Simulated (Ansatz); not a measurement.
The start is a randomly generated symmetric cell of TiO2 (space group No. 191). A full variable-cell relaxation at zero pressure is run with PBEsol (plane waves to 420 eV, PAW, scalar-relativistic; Ansatz, a first-principles code). The first steps use a coarse 9×9×6 k-mesh.

Input geometry:
```
TiO2
1.0
    2.84630     0.00000     0.00000
   -1.42315     2.46497     0.00000
    0.00000     0.00000     4.09585
O Ti
2 1
Direct
  0.33333   0.66667   0.00000
  0.66667   0.33333   0.00000
  0.00000   0.00000   0.50000
```

Task: What pressure does the first self-consistent step give?

Result: +40 GPa (positive: the cell is compressed).

Task: How much energy is released per atom?

Result: 2.40 to 2.42 eV/atom (the two k-meshes of the run give this range).

Task: How does the volume change?

Result: -10.8 %, from 9.58 to 8.55 Å³/atom.

Task: Write out the relaxed structure.

Result: 
```cif
data_O2Ti
_chemical_formula_sum 'O2 Ti1'
_space_group_name_H-M_alt 'P6/mmm'
_space_group_IT_number 191
_space_group_name_Hall '-P 6 2'
_cell_length_a 3.43121
_cell_length_b 3.43121
_cell_length_c 2.51443
_cell_angle_alpha 90.000
_cell_angle_beta 90.000
_cell_angle_gamma 120.000
loop_
_atom_site_label
_atom_site_type_symbol
_atom_site_symmetry_multiplicity
_atom_site_Wyckoff_symbol
_atom_site_fract_x
_atom_site_fract_y
_atom_site_fract_z
_atom_site_occupancy
O1 O 2 c 0.33333 0.66667 0.00000 1
Ti1 Ti 1 b 0.00000 0.00000 0.50000 1
```

The space group stays P6/mmm (No. 191) (the run could not lower it), with 3 atoms in the primitive cell. Final values are on a 16×16×18 k-mesh of the relaxed cell. No spin polarisation in the result. The d or f electrons are treated with no Hubbard U.

The run could not lose the symmetry of its start, so the end can be a saddle point.

All atoms sit on sites fixed by symmetry, so only the cell could relax.

The relaxed structure here is a generated cell of TiO2: the first start was made by a random draw of sites in a space group, and the end was not matched to a known phase here, so it may be hypothetical. Known forms of TiO2 include space group No. 61, 136, 141.
